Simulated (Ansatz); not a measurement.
TiTe₂ in space group Pnnm (No. 58; Ti on 2a, Te on 4g) at seven volumes, PBE (plane waves, PAW; program Ansatz), shape and atoms relaxed at each. One row is withheld.

```json
[
 {"V (Å³/atom)": "24.507", "P (GPa)": "5.73"},
 {"V (Å³/atom)": "25.315", "P (GPa)": "?"},
 {"V (Å³/atom)": "26.123", "P (GPa)": "1.62"},
 {"V (Å³/atom)": "26.931", "P (GPa)": "0.00"},
 {"V (Å³/atom)": "27.739", "P (GPa)": "-1.24"},
 {"V (Å³/atom)": "28.547", "P (GPa)": "-2.22"},
 {"V (Å³/atom)": "29.355", "P (GPa)": "-2.89"}
]
```

**Question.** Fit the shown pressures and predict the withheld one.

**Answer.** P = (3/2)B₀(x^(7/2) − x^(5/2))[1 + (3/4)(B′ − 4)(x − 1)] with x = (V₀/V)^(2/3). Least squares on the six rows gives V₀ = 26.944 Å³/atom, B₀ = 45.1 GPa, B′ = 6.30. At V = 25.315, x = 1.0425 and P = 3.42 GPa. The run itself gave 3.41 GPa.

The cell is a constructed one: a structure type filled with these elements; neither database checked (COD, Materials Project) lists it. COD files the formula under space group No. 164, so this cell is another polymorph or a model. Its standing as an ambient phase is unchecked. Symmetry was held in the PBE relaxation; whether a distortion lowers the energy is not shown. The run is not spin-polarised. Scalar-relativistic: spin–orbit coupling is off unless named, which matters more the heavier the elements.

Potentials: the later of the program's two PAW sets.
